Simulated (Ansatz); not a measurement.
ZrC (rock salt)

```cif
data_C4Zr4
_chemical_formula_sum 'C4 Zr4'
_space_group_name_H-M_alt 'Fm-3m'
_space_group_IT_number 225
_space_group_name_Hall '-F 4 2 3'
_cell_length_a 4.70874
_cell_length_b 4.70874
_cell_length_c 4.70874
_cell_angle_alpha 90.000
_cell_angle_beta 90.000
_cell_angle_gamma 90.000
loop_
_atom_site_label
_atom_site_type_symbol
_atom_site_symmetry_multiplicity
_atom_site_Wyckoff_symbol
_atom_site_fract_x
_atom_site_fract_y
_atom_site_fract_z
_atom_site_occupancy
C1 C 4 a 0.00000 0.00000 0.00000 1
Zr1 Zr 4 b 0.50000 0.50000 0.50000 1
```
(The calculation used a cell of 2 atoms; values per cell refer to that cell.)

Grid over V/V₀ and (c/a)/(c/a)₀, subscript 0 meaning the relaxed cell; the conventional c axis lies along z; no internal relaxation.

These are PBE (plane waves to 420 eV, PAW, scalar-relativistic; Ansatz, a first-principles code) values and carry that method's errors. k mesh 17×17×17 (Γ-centred), Fermi-Dirac smearing 0.05 eV. The energy includes the smearing's −TS. With partly filled bands, the response to shear is sensitive to the k mesh, so small differences along c/a are uncertain. ZrC is run without spin polarisation. ZrC was relaxed with its symmetry unable to fall. The zero of ΔE is the relaxed starting cell.

```json
[
 {"ΔE (meV/atom)": "(c/a)/(c/a)₀ = 0.920", "V/V₀ = 0.920": "160", "V/V₀ = 0.960": "?", "V/V₀ = 1.000": "73", "V/V₀ = 1.040": "?", "V/V₀ = 1.080": "106"},
 {"ΔE (meV/atom)": "(c/a)/(c/a)₀ = 0.960", "V/V₀ = 0.920": "88", "V/V₀ = 0.960": "34", "V/V₀ = 1.000": "17", "V/V₀ = 1.040": "?", "V/V₀ = 1.080": "63"},
 {"ΔE (meV/atom)": "(c/a)/(c/a)₀ = 1.000", "V/V₀ = 0.920": "67", "V/V₀ = 0.960": "?", "V/V₀ = 1.000": "0", "V/V₀ = 1.040": "?", "V/V₀ = 1.080": "51"},
 {"ΔE (meV/atom)": "(c/a)/(c/a)₀ = 1.040", "V/V₀ = 0.920": "85", "V/V₀ = 0.960": "32", "V/V₀ = 1.000": "?", "V/V₀ = 1.040": "?", "V/V₀ = 1.080": "61"},
 {"ΔE (meV/atom)": "(c/a)/(c/a)₀ = 1.080", "V/V₀ = 0.920": "138", "V/V₀ = 0.960": "?", "V/V₀ = 1.000": "54", "V/V₀ = 1.040": "59", "V/V₀ = 1.080": "90"}
]
```

### Question
Fill in the missing entries.

### Answer

- (c/a)/(c/a)₀ = 0.920, V/V₀ = 0.960: 98
- (c/a)/(c/a)₀ = 0.920, V/V₀ = 1.040: 77
- (c/a)/(c/a)₀ = 0.960, V/V₀ = 1.040: 28
- (c/a)/(c/a)₀ = 1.000, V/V₀ = 0.960: 16
- (c/a)/(c/a)₀ = 1.000, V/V₀ = 1.040: 14
- (c/a)/(c/a)₀ = 1.040, V/V₀ = 1.000: 14
- (c/a)/(c/a)₀ = 1.040, V/V₀ = 1.040: 26
- (c/a)/(c/a)₀ = 1.080, V/V₀ = 0.960: 78

(A scan under strain: stresses follow from slopes of the energy per volume, elastic moduli from its curvatures.)
